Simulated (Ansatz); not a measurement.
Equation of state of Mg$_{3}$Ir

A database entry relaxed whole under r2SCAN (P6_3/mmc):

```
CELL_PARAMETERS angstrom
4.55319 0.00000 0.00000
-2.27660 3.94318 0.00000
0.00000 0.00000 8.21021
ATOMIC_POSITIONS crystal
Mg 0.33333 0.66667 0.57812
Mg 0.66667 0.33333 0.07812
Mg 0.33333 0.66667 0.92188
Mg 0.66667 0.33333 0.42188
Mg 0.00000 0.00000 0.25000
Mg 0.00000 0.00000 0.75000
Ir 0.33333 0.66667 0.25000
Ir 0.66667 0.33333 0.75000
```

The cell was scaled uniformly, its shape held, and the atoms relaxed at each volume with plane-wave PAW DFT (Ansatz 0.2.0; r2SCAN, 500 eV, 9×9×4 Γ-centred mesh, fermi-dirac occupations of width 0.100 eV; no spin, no spin-orbit coupling). One row is withheld.

```
volume (Å³/atom)  energy over the lowest (meV/atom)  pressure (GPa)
          17.320                               18.9            5.84
          17.689                                8.1            3.69
          18.057                                1.9            1.76
          18.426                                0.0            0.02
          18.794                                  ?               ?
          19.163                                7.2           -2.97
          19.531                               15.6           -4.26
```

Q: Fit the pressures of the other rows to the third-order Birch-Murnaghan form.

A: With f = [(V₀/V)^(2/3) − 1]/2 and P = 3B₀f(1 + 2f)^(5/2)[1 + 3(B₀′ − 4)f/2], least squares gives V₀ = 18.43 Å³ an atom, B₀ = 82.6 GPa and B₀′ = 4.1; the rows miss the fit by less than 0.01 GPa. The slope of the energies differs from these pressures by less than 0.05 GPa.

Q: What does the withheld row hold?

A: The fit gives -1.55 GPa at 18.794 Å³; the run gave -1.56 GPa and 1.9 meV an atom.

Caveats: the shape of the cell was held, so B₀ is an upper bound where the axes differ in stiffness; 0 K, fixed nuclei; the symmetry was kept, and this need not be the phase that is stable at 0 K; one mesh for all volumes; pressure is positive in compression.
